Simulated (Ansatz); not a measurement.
La₃Te₄ in space group I-43d (No. 220; La on 12a, Te on 16c), r²SCAN (plane waves, PAW; program Ansatz), all energies at zero smearing, with the estimated change up to a 700 eV cutoff added, with one set of potentials and settings (totals compare only within such a set). Cell of 14 atoms (6 La, 8 Te): -93574.455 eV.

| element | reference phase | E (eV/atom) |
|---|---|---|
| La | P6_3/mmc, 4 atoms in the cell | -6264.8722 |
| Te | P3_121, 3 atoms in the cell | -6994.9041 |

Formation energy per atom, worked out: (-93574.455 − 6×(-6264.8722) − 8×(-6994.9041))/14 = -1.856 eV/atom (-179 kJ per mol of atoms), at 0 K, without zero-point energy or fitted corrections.

The workflow started from a Materials Project entry (that database holds measured and hypothetical structures alike); the Crystallography Open Database files this formula in space group No. 220, but the cells were not matched. Whether it is the stable phase at ambient conditions was not checked. The r²SCAN relaxation kept the symmetry of its start; whether a distortion lowers the energy is not shown. The references are the lowest solids computed at this level, not always the standard phases. Spin–orbit coupling is left out wherever it is not named.

Potentials: the earlier of the program's two PAW sets.
